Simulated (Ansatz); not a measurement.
C (Fd-3m): energy against volume by PBE and RPA

```
C
1.0
     0.00000    1.78350    1.78350
     1.78350    0.00000    1.78350
     1.78350    1.78350    0.00000
C
2
Direct
  0.00000 0.00000 0.00000
  0.25000 0.25000 0.25000
```

RPA total energy on PBE orbitals, norm-conserving pseudopotentials (Ansatz); 4×4×4 mesh, wave cutoff 1116 eV, correlation extrapolated to infinite response cutoff from cutoffs up to 750 eV, 8 electrons, all correlated, long-wavelength term: neglected, core-valence exchange-correlation kept as a semilocal term.

A Birch-Murnaghan fit gives PBE: V0 = 5.71 Å³ an atom (lattice constants +0.2 % against the given cell), B0 = 432 GPa.

Problem. What does RPA on these orbitals give?

Solution. RPA: V0 = 5.69 Å³ an atom (lattice constants +0.1 % against the given cell), B0 = 435 GPa. The points for the whole cell, counted from the given cell:

```tsv
V/V_given	V (Å³)	PBE (meV)	Hartree-Fock expression on these orbitals (meV)	RPA (meV)
0.92	10.44	130	70	122
0.96	10.89	35	3	31
1.00	11.35	0	0	0
1.04	11.80	16	51	19
1.08	12.25	73	148	80
```

With norm-conserving pseudopotentials the core–valence exchange is only approximate, which can shift gaps by tenths of an eV and RPA lattice constants by most of a per cent. The mesh is coarse, so these are values at the stated settings, not converged ones.
